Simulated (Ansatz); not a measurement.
## CoO: computed property card

CoO:
```xyz
4
Lattice="3.1600 0.0000 0.0000 0.0000 3.1600 0.0000 0.0000 0.0000 4.2242" Properties=species:S:1:pos:R:3 pbc="T T T"
Co     0.0000     0.0000     0.0000
O      1.5800     0.0000     1.0561
Co     1.5800     1.5800     2.1121
O      0.0000     1.5800     3.1682
```
The run is spin-polarised; directions of the spins, atom by atom: ↑ 0 ↓ 0.

Space group I-4m2 (No. 119); conventional cell a = b = 3.160 Å, c = 4.224 Å, α = β = γ = 90.00°.

Method: PBEsol (plane waves, PAW; program Ansatz). Geometry: relaxed at this level of theory. Other levels are named where they apply.

### Cell and energy

| Property | Result |
|---|---|
| Volume per atom | 10.55 Å³ |
| Density | 5.90 g/cm³ |
| Formation energy from the elements (no fitted shifts) | -0.65 eV/atom |

### Electronic structure

| Item | Value |
|---|---|
| Electronic character | metallic (no gap) |
| Density of states at the Fermi level | 0.64 states/eV per atom (mean over ±0.08 eV) |

### Magnetism

| Property | Value |
|---|---|
| Magnetic order | antiferromagnetic |
| Net moment | 0.00 μB per atom |

### Mechanics

| Property | Value |
|---|---|
| Bulk modulus (Birch–Murnaghan fit) | 151 GPa |
| Pressure derivative B′ | 3.9 |

The start of the workflow was typed in or built on a structure type; neither database checked (COD, Materials Project) lists it. It is not the phase usual at ambient conditions (space group No. 225). The cell was relaxed with PBEsol under the symmetry of its start, as lowered by the spin order; its stability against distortions is not shown here. The final state is antiferromagnetic, chosen from 5 collinear starts compared on coarse meshes (ties went to the first, and starts can fall back to one state), not a proven ground state. No Hubbard U is applied. The compound may be a true metal, but semilocal functionals without U, or a wrong spin order, can also close a gap. Point labels and valley counts follow the cell and symmetry of the run, lower than the named group. The references are the lowest solids computed at this level, not always the standard phases (solids in place of the gases).

Potentials: the later of the program's two PAW sets.
